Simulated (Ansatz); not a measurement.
Computed with Ansatz (plane waves, PAW, 420 eV cutoff): PBE with spin–orbit coupling, two-component spinors, Γ-centred 6×6×10 mesh, 0.05 eV Gaussian smearing; PAW files: Ansatz's generated set soft_2.

The calculation on XO2, where X is one element, gave:

```
Space group                          : P4_2/mnm (No. 136)
Conventional cell                    : a = 4.450 Å, b = 4.450 Å, c = 2.877 Å, α = 90.00°, β = 90.00°, γ = 90.00°
Volume                               : 9.49 Å³/atom
Band gap                             : zero (metallic)
Density of states at the Fermi level : about 0.004 states/(eV·atom) (so small a value isn't resolved on this mesh)
Magnetic state                       : ferromagnetic (the only order tried)
Site spin moments                    : X 2.58; O 0.55 μB
Spin moment of the cell              : 6.00 μB
Bulk modulus (Birch–Murnaghan)       : 222 GPa
Pressure derivative B0′              : 5.3
```

Spin axis [001].

Sites: X on 2a, O on 4f.

**Question.** Which element is X?
A. V
B. Mn
C. Cr
D. Co

**Answer.** B. X is Mn, so the compound is MnO2.

The chain of runs began from a cell as deposited in COD, expanded in volume.

Site moments are of spin, integrated over Gaussian weights of 0.5 Å, which gives about a tenth less on f atoms than spheres do. Compounds of this kind are often insulators, Mott or charge-transfer ones with an open 3d shell, so the metal found may come from the functional, which lacks a U or exact exchange, or from the structure. No antiparallel order was tried.
